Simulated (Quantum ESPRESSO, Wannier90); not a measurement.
**Tight-binding from DFT: CdTe (wurtzite)**

Cell from Materials Project (mp-12779), symmetrised, no further relaxation. Not found in the COD (Crystallography Open Database) copy used, which has the formula in other groups; not checked further. Method: PBEsol plane waves in Quantum ESPRESSO 7.5 (PseudoDojo norm-conserving files, 82 Ry, no spin polarisation, no spin-orbit coupling), Bloch states on a 6×6×4 mesh through Γ, Wannier90 4.0.1. Density: 12×12×4 mesh, Gaussian smearing 0.01 Ry. Spin-orbit coupling is left out although heavy elements are present.

```
begin unit_cell_cart
ang
    4.6332702067    0.0000000000    0.0000000000
   -2.3166351034    4.0125297016    0.0000000000
    0.0000000000    0.0000000000    7.6024300000
end unit_cell_cart
mp_grid = 6 6 4
```

**Question.** Which shells of neighbouring k-points and which b-vectors and weights does Wannier90 pick for this cell and mesh?

**Answer.** 
```
 *---------------------------------- K-MESH ----------------------------------*
 +----------------------------------------------------------------------------+
 |                    Distance to Nearest-Neighbour Shells                    |
 |                    ------------------------------------                    |
 |          Shell             Distance (Ang^-1)          Multiplicity         |
 |          -----             -----------------          ------------         |
 |             1                   0.206618                      2            |
 |             2                   0.260982                      6            |
 |             3                   0.332870                     12            |
 |             4                   0.413235                      2            |
 |             5                   0.452034                      6            |
 |             6                   0.488748                     12            |
 |             7                   0.497017                     12            |
 |             8                   0.521964                      6            |
       ... (lines left out)
 +----------------------------------------------------------------------------+
 | The b-vectors are chosen automatically                                     |
 | The following shells are used:                       1,  2                 |
 +----------------------------------------------------------------------------+
 |                        Shell   # Nearest-Neighbours                        |
 |                        -----   --------------------                        |
 |                          1               2                                 |
 |                          2               6                                 |
 +----------------------------------------------------------------------------+
 | Completeness relation is fully satisfied [Eq. (B1), PRB 56, 12847 (1997)]  |
 +----------------------------------------------------------------------------+
 |                  b_k Vectors (Ang^-1) and Weights (Ang^2)                  |
 |                  ----------------------------------------                  |
 |            No.         b_k(x)      b_k(y)      b_k(z)        w_b           |
 |            ---        --------------------------------     --------        |
 |             1         0.000000    0.000000    0.206618    11.712109        |
 |             2         0.000000    0.000000   -0.206618    11.712109        |
 |             3         0.000000    0.260982    0.000000     4.893933        |
 |             4         0.226017    0.130491    0.000000     4.893933        |
 |             5         0.000000   -0.260982    0.000000     4.893933        |
 |             6         0.226017   -0.130491    0.000000     4.893933        |
 |             7        -0.226017   -0.130491    0.000000     4.893933        |
 |             8        -0.226017    0.130491    0.000000     4.893933        |
```
